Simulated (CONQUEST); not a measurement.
CONQUEST run on Ta (Im-3m, 2 atoms in the cell; from Materials Project mp-50): self-consistent single point.

Level of theory: BLYP, numerical atomic orbitals double-zeta with polarisation (the shipped basis), PseudoDojo norm-conserving potentials made for PBE in CONQUEST 1.3.

```
Ta
1.0
    3.30986     0.00000     0.00000
    0.00000     3.30986     0.00000
    0.00000     0.00000     3.30986
Ta
2
Cartesian
  0.00000   0.00000   0.00000
  1.65493   1.65493   1.65493
```

Reference input (self-consistent single point, DFT, LDA (PW92), numerical atomic orbitals double-zeta with polarisation (the shipped basis), PseudoDojo norm-conserving potentials made for LDA): basis = DZP; Diag.MPMeshX, Y, Z = 6 6 6; potentials = PseudoDojo norm-conserving LDA; Grid.GridCutoff = 140 Ha; DM.SolutionMethod = diagon; Diag.kT = 0.003675 Ha; Diag.GammaCentred = true; minE.SCTolerance = 1.0e-06; SC.MaxIters = 100; SC.LinearMixingFactor = 0.5; SC.KerkerPreCondition = true; SC.KerkerFactor = 0.1 1/bohr. This run's input differs from it in these lines:

```diff
@@ -1,2 +1,2 @@
-# files in the folder: Ta.ion (PseudoDojo LDA potentials, DZP orbitals)
+# files in the folder: Ta.ion (PseudoDojo PBE potentials, DZP orbitals)
 # file: Conquest_input
@@ -11,2 +11,4 @@
 %endblock
+General.DifferentFunctional    T
+General.FunctionalType         -106131
```

The program printed (abridged):

```
    new_SC_potl: Starting.  Tolerance:  0.10000E-05

    PulayMixSC: Starting Pulay mixing, A_up =  0.500 A_dn =  0.500
    PulayMixSC: Spin non-polarised calculation.
    PulayMixSC: with Kerker preconditioning, q0 =  0.100
          Harris-Foulkes Energy            :      -129.861235864549627 Ha
          GroundState Energy (E-(1/2)TS)   :      -129.863331091800006 Ha
          Free Energy (E-TS)               :      -129.865426319050414 Ha
          DFT Total Energy                 :      -129.848453184360409 Ha
          Total number of electrons        :        26.000000000000448
   [... lines left out ...]
          Total number of electrons        :        26.000047187564693
    PulayMixSC: Pulay iteration     5 residual:              0.23975E-05
          Harris-Foulkes Energy            :      -129.853627847959672 Ha
          GroundState Energy (E-(1/2)TS)   :      -129.855626515241198 Ha
          Free Energy (E-TS)               :      -129.857625182522725 Ha
          DFT Total Energy                 :      -129.853627847972632 Ha
          Total number of electrons        :        26.000046863758552
    PulayMixSC: Pulay iteration     6 residual:              0.11656E-06
    PulayMixSC: Reached SCF tolerance of  0.11656E-06 after      6 iterations
      | Number of electrons      =        26.000047
      |* band energy as 2Tr[K.H] =       -31.719025632902110 Ha
      |  screened ion-ion energy =       -89.551132153247622 Ha
      |  Ha correction           =         0.683570175077293 Ha
      |  XC correction           =        -9.267040576417966 Ha
      | GS Energy as E-(1/2)TS   =      -129.855626515241198 Ha
      | Free Energy as E-TS      =      -129.857625182522725 Ha
      |* Harris-Foulkes energy   =      -129.853627847959672 Ha
      |* DFT total energy        =      -129.853627847972632 Ha
      |  estimated accuracy      =         0.000000000012960 Ha

    force: Forces on atoms (Ha/a0)
    force:  Atom   X              Y              Z
   [... lines left out ...]
    force: Maximum force :        0.00000000(Ha/a0) on atom         1 in z direction
   [... lines left out ...]
    force: Force Residual:        0.00000000 Ha/a0
    force: Total stress:         -8.04817772     0.00000000     0.00000000 GPa
                             0.00000000    -8.04817772     0.00000000
                             0.00000000     0.00000000    -8.04817772
    force: Average pressure:      8.04817772 GPa

    force: Finished force
    get_E_and_F: Change in energy during last step of electronic optimisation: -0.78066E-08
```

The run converged in 6 iterations. CONQUEST prints the stress tensor with tension positive. Against the reference run the pressure goes from -11.11 to 8.05 GPa.

The program uses no crystal symmetry, so grid and mesh can part values that symmetry would make equal. The atom-centred basis is finite, which shifts total energies and pressures against plane waves. The potentials were made for another functional than the one used. The structure comes from a collection of computed structures, made at another level of theory; the collection holds predicted forms beside known ones. No clean gap shows at this smearing width and mesh (spacing up to 0.32 Å⁻¹); the mesh is coarse for partly filled bands, so the values carry mesh errors.

Cost on one core: around 60 core-seconds (rough).
